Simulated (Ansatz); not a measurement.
# Wurtzite alloy of GaAs and AlAs (12 of 48 Ga sites exchanged), 96 atoms

Ansatz, PAW, plane waves. PBEsol relaxation of cell lengths and atoms (angles held) at the single k point (¼, ¼, ¼) without its symmetry partners; single points on the relaxed atoms at the single k point (¼, ¼, ¼) without its symmetry partners, onto which points of the small cell's zone fold. Arrangement: unlike neighbours preferred. No spin–orbit coupling unless named.

Relaxed structure:

```cif
data_structure
_symmetry_space_group_name_H-M 'P 1'
_symmetry_Int_Tables_number 1
_cell_length_a 11.9583
_cell_length_b 13.8429
_cell_length_c 13.1638
_cell_angle_alpha 90.000
_cell_angle_beta 90.000
_cell_angle_gamma 90.000
_cell_volume 2179.11
loop_
_atom_site_label
_atom_site_type_symbol
_atom_site_fract_x
_atom_site_fract_y
_atom_site_fract_z
_atom_site_occupancy
Al1 Al 0.00046 0.16662 0.00026 1
Al2 Al 0.16694 0.41657 0.50027 1
Al3 Al 0.00056 0.66672 0.00036 1
Al4 Al 0.66724 0.66671 0.49998 1
Al5 Al 0.50050 0.91676 0.00034 1
Al6 Al 0.50050 0.91675 0.50022 1
Al7 Al 0.16584 0.08317 0.25018 1
Al8 Al 0.16634 0.08308 0.75004 1
Al9 Al 0.16639 0.58260 0.75037 1
Al10 Al 0.66641 0.33305 0.25030 1
Al11 Al 0.66607 0.33304 0.75025 1
Al12 Al 0.33272 0.83310 0.25017 1
Ga1 Ga 0.00029 0.16658 0.50048 1
Ga2 Ga 0.33422 0.16688 0.00044 1
Ga3 Ga 0.33409 0.16693 0.50047 1
Ga4 Ga 0.16703 0.41678 0.00081 1
Ga5 Ga 0.00020 0.66688 0.50037 1
Ga6 Ga 0.66690 0.16674 0.00058 1
Ga7 Ga 0.66712 0.16691 0.50048 1
Ga8 Ga 0.50021 0.41691 0.00057 1
Ga9 Ga 0.50012 0.41661 0.50049 1
Ga10 Ga 0.33370 0.66632 0.00058 1
Ga11 Ga 0.33355 0.66691 0.50056 1
Ga12 Ga 0.16691 0.91672 0.00007 1
Ga13 Ga 0.16699 0.91659 0.50079 1
Ga14 Ga 0.83370 0.41681 0.00039 1
Ga15 Ga 0.83397 0.41654 0.50057 1
Ga16 Ga 0.66707 0.66638 0.00054 1
Ga17 Ga 0.83369 0.91672 0.00032 1
Ga18 Ga 0.83373 0.91681 0.50052 1
Ga19 Ga 0.99926 0.33325 0.25041 1
Ga20 Ga 0.99921 0.33315 0.75052 1
Ga21 Ga 0.49975 0.08326 0.25060 1
Ga22 Ga 0.49963 0.08300 0.75048 1
Ga23 Ga 0.33316 0.33307 0.25028 1
Ga24 Ga 0.33293 0.33316 0.75079 1
Ga25 Ga 0.16624 0.58302 0.25073 1
Ga26 Ga 0.99954 0.83295 0.25079 1
Ga27 Ga 0.99938 0.83305 0.75026 1
Ga28 Ga 0.83279 0.08287 0.25067 1
Ga29 Ga 0.83242 0.08294 0.75032 1
Ga30 Ga 0.49922 0.58295 0.25046 1
Ga31 Ga 0.49961 0.58333 0.75043 1
Ga32 Ga 0.33306 0.83294 0.75060 1
Ga33 Ga 0.83323 0.58323 0.25062 1
Ga34 Ga 0.83266 0.58333 0.75052 1
Ga35 Ga 0.66661 0.83315 0.25020 1
Ga36 Ga 0.66640 0.83295 0.75098 1
As1 As 0.99933 0.16680 0.18731 1
As2 As 0.99932 0.16664 0.68732 1
As3 As 0.33336 0.16662 0.18727 1
As4 As 0.33367 0.16682 0.68733 1
As5 As 0.16647 0.41638 0.18770 1
As6 As 0.16644 0.41595 0.68731 1
As7 As 0.99996 0.66667 0.18757 1
As8 As 0.99966 0.66658 0.68737 1
As9 As 0.66656 0.16624 0.18745 1
As10 As 0.66638 0.16628 0.68727 1
As11 As 0.49986 0.41677 0.18736 1
As12 As 0.49955 0.41691 0.68735 1
As13 As 0.33312 0.66635 0.18738 1
As14 As 0.33323 0.66668 0.68743 1
As15 As 0.16615 0.91652 0.18699 1
As16 As 0.16655 0.91622 0.68746 1
As17 As 0.83327 0.41698 0.18725 1
As18 As 0.83325 0.41685 0.68744 1
As19 As 0.66655 0.66646 0.18748 1
As20 As 0.66650 0.66667 0.68727 1
As21 As 0.49998 0.91672 0.18740 1
As22 As 0.50004 0.91653 0.68750 1
As23 As 0.83357 0.91646 0.18736 1
As24 As 0.83311 0.91652 0.68745 1
As25 As 0.16683 0.08309 0.43753 1
As26 As 0.16727 0.08320 0.93721 1
As27 As 0.99988 0.33288 0.43729 1
As28 As 0.00001 0.33328 0.93744 1
As29 As 0.50013 0.08340 0.43745 1
As30 As 0.50019 0.08342 0.93729 1
As31 As 0.33346 0.33303 0.43716 1
As32 As 0.33333 0.33324 0.93769 1
As33 As 0.16667 0.58337 0.43760 1
As34 As 0.16700 0.58291 0.93742 1
As35 As 0.99993 0.83341 0.43769 1
As36 As 0.99999 0.83338 0.93719 1
As37 As 0.83329 0.08310 0.43759 1
As38 As 0.83310 0.08307 0.93729 1
As39 As 0.66676 0.33340 0.43759 1
As40 As 0.66668 0.33313 0.93756 1
As41 As 0.49974 0.58305 0.43741 1
As42 As 0.49996 0.58321 0.93744 1
As43 As 0.33322 0.83320 0.43732 1
As44 As 0.33329 0.83281 0.93750 1
As45 As 0.83370 0.58280 0.43742 1
As46 As 0.83331 0.58309 0.93741 1
As47 As 0.66704 0.83321 0.43705 1
As48 As 0.66697 0.83277 0.93767 1
```

(1) What are the mean bond lengths by pair (pairs within 1.2 times the sum of covalent radii, less contacts 15 % beyond the pair's median; cation–cation pairs of compounds aside; long ionic contacts are cut short by that bound)?

(2) What gap lies between the top filled and the lowest empty level in the single points?

## Answers

(1) Al–As 2.455 ± 0.006 Å (standard deviation, 48 bonds); As–Ga 2.451 ± 0.006 Å (standard deviation, 144 bonds).

(2) HSE06 2.15 eV (2.5 min on NVIDIA GB300). Away from Γ this isn't the crystal's band gap.
